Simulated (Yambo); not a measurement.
Yambo run on CdZnS2 (space group P3m1, No. 156). The wavefunctions come from this Quantum ESPRESSO step (PBEsol, PseudoDojo standard norm-conserving files, fully relativistic):

```
&CONTROL
  calculation = 'nscf'
  pseudo_dir = './pseudo'
  outdir = './out'
/
&SYSTEM
  ibrav = 0
  nat = 4
  ntyp = 3
  ecutwfc = 102.0
  ecutrho = 408.0
  occupations = 'fixed'
  force_symmorphic = .true.
  nbnd = 287
  noncolin = .true.
  lspinorb = .true.
/
&ELECTRONS
  conv_thr = 4e-09
  diago_full_acc = .true.
  diago_thr_init = 1e-08
/
ATOMIC_SPECIES
S 32.0600 S.upf
Zn 65.3800 Zn.upf
Cd 112.4140 Cd.upf
CELL_PARAMETERS angstrom
  3.935671689036   0.000000000000   0.000000000000
 -1.967835844518   3.408391663660   0.000000000000
  0.000000000000   0.000000000000   6.518469763000
ATOMIC_POSITIONS crystal
S   0.333333333000   0.666666667000   0.891993639200
S   0.000000000000   0.000000000333   0.354011730400
Zn   0.000000000000   0.000000000333   0.999061455600
Cd   0.333333333000   0.666666667000   0.506923174800
K_POINTS automatic
3 3 2 0 0 0
```

Yambo input:

```
rim_cut
gw0
dyson
el_el_corr
HF_and_locXC
ppa
em1d
RandQpts= 1000000
RandGvec= 1 Ry
EXXRLvcs= 102 Ry
VXCRLvcs= 408 Ry
Chimod= "HARTREE"
% BndsRnXp
 17 | 286 |
%
NGsBlkXp= 7 Ry
% LongDrXp
 1.0 | 1.0 | 1.0 |
%
PPAPntXp= 27.2114 eV
% GbndRnge
 1 | 286 |
%
GTermKind= "BG"
DysSolver= "n"
ExtendOut
% QPkrange
 1 | 1 | 50 | 54 |
 2 | 2 | 52 | 53 |
 5 | 5 | 52 | 53 |
 6 | 6 | 52 | 53 |
%
```

k points by index: 1 = Γ, 2 = A, 5 = K, 6 = H.

Resulting energies as the program prints them:

```
#    K-point    Band    Eo [eV]    E [eV]    E-Eo [eV]    Vxc [eV]    Vnlxc [eV]    Sc|Eo [eV]    Sc|E [eV]    dSc/dw|Eo [eV]    Re(Z)    Im(Z)
#
    1    50    -0.033551    -0.810892    -0.777341    -15.69624    -18.94239    2.257143    2.468814    -7.408692    0.785998    -0.001387
    1    51    0.000000    -0.773906    -0.773906    -15.57946    -18.77867    2.214795    2.425303    -7.400665    0.786180    -0.001386
    1    52    0.000000    -0.773912    -0.773912    -15.57946    -18.77867    2.214789    2.425298    -7.400677    0.786180    -0.001386
    1    53    1.311208    1.730682    0.419474    -11.28590    -6.981248    -3.787748    -3.885182    -6.318938    0.811544    -0.001276
    1    54    1.311208    1.730678    0.419470    -11.28590    -6.981239    -3.787761    -3.885194    -6.318920    0.811544    -0.001276
    2    52    -0.255997    -1.030401    -0.774403    -14.96302    -18.18780    2.239481    2.450376    -7.409495    0.785979    -0.001399
    2    53    2.654144    3.116437    0.462293    -11.59647    -6.991907    -4.032739    -4.142266    -6.445327    0.808496    -0.001301
    5    52    -1.901969    -2.753782    -0.851812    -14.13074    -17.71372    2.498182    2.731171    -7.441824    0.785246    -0.001452
    5    53    3.991619    4.239747    0.248128    -9.838869    -5.804176    -3.732585    -3.786565    -5.916918    0.821392    -0.001276
    6    52    -1.353317    -2.139828    -0.786511    -13.98912    -17.28005    2.287821    2.504419    -7.492660    0.784096    -0.001433
    6    53    4.071725    4.696594    0.624869    -12.17351    -7.368308    -4.033755    -4.180331    -6.381727    0.810027    -0.001306
```
(The two width columns are left out.) Convergence of these settings isn't established.

Geometry relaxed with PBEsol.

The structure is a Materials Project entry; no match was found in the copy of COD used, and its stability was not checked.
